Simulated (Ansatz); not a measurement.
# Ta₃W₂ under compression: one row to predict

The structure comes from a generated guess, relaxed at this level; another structure or a mixture of phases may lie lower.

These are results of DFT PBE, scalar-relativistic, plane waves, PAW in Ansatz, not measurements. Plane waves to 420 eV, a 14×14×14 mesh through Γ for the 5-atom cell and 0.10 eV Gaussian smearing; no spin polarisation.

```
CELL_PARAMETERS angstrom
0.00000 2.32677 11.42021
1.62485 0.00000 11.42021
1.62485 2.32677 0.00000
ATOMIC_POSITIONS crystal
Ta 0.00000 0.00000 0.00000
Ta 0.19764 0.19764 0.80236
Ta 0.80236 0.80236 0.19764
W 0.59901 0.59901 0.40099
W 0.40099 0.40099 0.59901
```

The cell was set to several volumes, with shape and atoms relaxed at each where symmetry leaves them free. Pressure is positive in compression, and energies count from the lowest row. No row has a gap on its mesh.

| row | V (Å³/atom) | P (GPa) | ΔE (meV/atom) |
| --- | --- | --- | --- |
| 1 | 15.198 | 38.24 | 221.8 |
| 2 | 15.716 | ? | ? |
| 3 | 16.234 | 16.22 | 49.6 |
| 4 | 16.752 | 7.50 | 11.7 |
| 5 | 17.270 | 0.00 | 0.0 |
| 6 | 17.788 | -6.43 | 10.8 |
| 7 | 18.307 | -11.95 | 40.9 |
| 8 | 18.997 | -18.09 | 106.3 |

Task: Find B = −V·ΔP/ΔV from rows 4 and 6 and from rows 1 and 3, and from the two its slope B′ and its value B0 at zero pressure.

Result: Rows 4 and 6 give −(16.752 + 17.788)/2 × (-6.43 − (7.50))/(17.788 − 16.752) = 232.2 GPa at a mean pressure of 0.54 GPa. Rows 1 and 3 give −(15.198 + 16.234)/2 × (16.22 − (38.24))/(16.234 − 15.198) = 334.0 GPa at a mean pressure of 27.23 GPa. So B′ = (334.0 − 232.2)/(27.23 − (0.54)) = 3.81 and B0 = 232.2 − 3.81 × (0.54) = 230.1 GPa. A third-order Birch–Murnaghan fit to all the energies gives B0 = 231.0 GPa and B′ = 4.1.

Task: Estimate the pressure and energy of row 2.

Result: From row 5, V0 = 17.270 × (1 + (0.00)/230.1) = 17.270 Å³/atom. Murnaghan's form P = (B0/B′)·[(V0/V)^B′ − 1] gives (230.1/3.81) × [(17.270/15.716)^3.81 − 1] = 26.11 GPa; the computed pressure is 26.39 GPa, so the estimate is off by -0.28 GPa. The work of compression from row 3, with the mean of the two pressures, gives ΔE = 49.6 + (26.11 + 16.22)/2 × (16.234 − 15.716)/160.2 × 1000 = 118.0 meV/atom (1 eV/Å³ = 160.2 GPa); the computed value is 117.9 meV/atom.

Spin–orbit coupling, which can matter for Ta and W, is left out. All volumes keep the k mesh of the relaxed cell. A later test with randomly moved atoms came back to the same energy, though modes that don't fit the test's cell weren't probed.
